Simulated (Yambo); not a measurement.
G0W0@LDA for CsLiSO5H4 (space group Cm, No. 8) in Yambo. Reference settings: 2×2×2 Γ-centred k mesh, bands 2 to 226 and a 7 Ry block in the screening, 226 bands in G with the Bruneval-Gonze terminator, plasmon pole fitted at 27.2 eV. The LDA gap (-0.5, -0.5, -0.5) → Γ on this mesh is 4.24 eV; G0W0 gaps are taken between the same points.

Gap ((-0.5, -0.5, -0.5) → Γ) in eV against the number of bands and the screening block, terminator on:

```tsv
bands (W and G)	2 Ry	3 Ry	4 Ry	6 Ry	7 Ry
56	7.207	7.153	7.096	7.137	7.143
86	6.906	6.880	6.841	6.905	6.919
126	6.790	6.772	6.747	6.832	6.852
176	6.750	6.733	6.717	6.817	6.842
226	6.736	6.717	6.705	6.815	6.843
```

Rough cost of the Yambo step against the reference (shared machines):

```tsv
bands (W and G)	2 Ry	3 Ry	4 Ry	6 Ry	7 Ry
56	1/7	1/7	1/6	1/5	1/4
86	1/5	1/5	1/4	1/3	1/3
126	1/3	1/3	1/3	1/2	~1
176	1/2	1/2	~1	~1	~1
226	~1	~1	~1	~1	1
```

At the largest block the last step in bands moves the gap by 0.001 eV; at the most bands the last step in the block moves it by 0.028 eV.

Geometry of the Materials Project entry, not relaxed at this level; primitive cell a = b = 6.710 Å, c = 4.812 Å, α = β = 107.13°, γ = 50.65°.
